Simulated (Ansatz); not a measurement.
An element in the bcc structure gives these cold pressures by all-electron LAPW under PBEsol (Ansatz 0.2.0, scalar-relativistic, no spin polarisation).

| V (Å³/atom) | P (GPa) |
| --- | --- |
| 21.30 | 0.00 |
| 19.17 | 13.35 |
| 17.04 | 33.7 |
| 14.91 | 67.6 |
| 12.78 | 129.8 |
| 10.65 | 251.7 |
| 8.52 | 544.6 |

Question: Which element is it?

Answer: Hf. Its zero-pressure volume in this structure is near 21.3 Å³/atom; the volume and the steepness of P(V) together point to it, though neighbours can come close. Other candidates weren't computed, and some may come near.
